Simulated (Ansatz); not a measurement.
AgAu3 (Cu3Au type, Pm-3m) at seven volumes, DFT-LDA in the program Ansatz with PAW potentials, scaled uniformly. One row is withheld.

| V (Å³/atom) | P (GPa) |
|---|---|
| 14.931 | 21.92 |
| 15.423 | 13.13 |
| 15.915 | 5.92 |
| 16.408 | 0.00 |
| 16.900 | -4.87 |
| 17.392 | -8.85 |
| 17.884 | ? |

Fit the shown pressures and predict the withheld one.

Third-order Birch–Murnaghan: P = (3/2)B₀(x^(7/2) − x^(5/2))[1 + (3/4)(B′ − 4)(x − 1)] with x = (V₀/V)^(2/3). Least squares on the six rows gives V₀ = 16.407 Å³/atom, B₀ = 178.7 GPa, B′ = 5.59. At V = 17.884, x = 0.9442 and P = -12.10 GPa. The run itself gave -12.10 GPa.

The workflow started from a Materials Project entry (that database holds measured and hypothetical structures alike); the Crystallography Open Database copy checked does not list it. Whether it is the stable phase at ambient conditions was not checked. The cell was relaxed with LDA under the symmetry of its start; whether a distortion lowers the energy is not shown. The run is not spin-polarised. Spin–orbit coupling is left out wherever it is not named.

Potentials: the later of the program's two PAW sets.
